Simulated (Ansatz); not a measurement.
A geometry of ScAlCO away from equilibrium: step 2 of the relaxation of a relaxed ScAlCO cell with every coordinate shifted by Gaussian noise of σ = 0.2 Å. The numbers are results of r2SCAN (plane waves to 500 eV, PAW, scalar-relativistic; Ansatz, an electronic-structure program), not measurements. Γ-centred k-mesh 8×8×3 on the run's cell (coarser than for final values), Fermi–Dirac smearing 0.05 eV.

```
ScAlCO
1.0
    3.24436    -0.00958    -0.02040
   -1.63048     2.80448     0.00608
   -0.06399    -0.01492    10.25809
Sc Al C O
2 2 2 2
Direct
  0.58128   0.27429   0.81161
  0.32312   0.64168   0.31567
  0.02580   0.97973   0.53013
  0.03228   0.94771   0.03895
  0.36127   0.71768   0.94094
  0.63318   0.29786   0.44158
  0.90586   0.95323   0.69045
  0.02574   0.98684   0.19878
```

Q: Which atoms carry the largest force, and which way does it point?

A: 4.32 eV/Å, on Al4 (atoms numbered as listed); on Al4 its components are (-1.95, 1.07, -3.70).

Q: What is the pressure?

A: +5.3 GPa, compression positive.

Q: How much energy per atom can still be gained by relaxing?

A: 0.18 eV/atom; the path ends in P6₃mc (No. 186).

No spin polarisation in the result.

The cell that was disturbed is our relaxation of an entry of Materials Project.
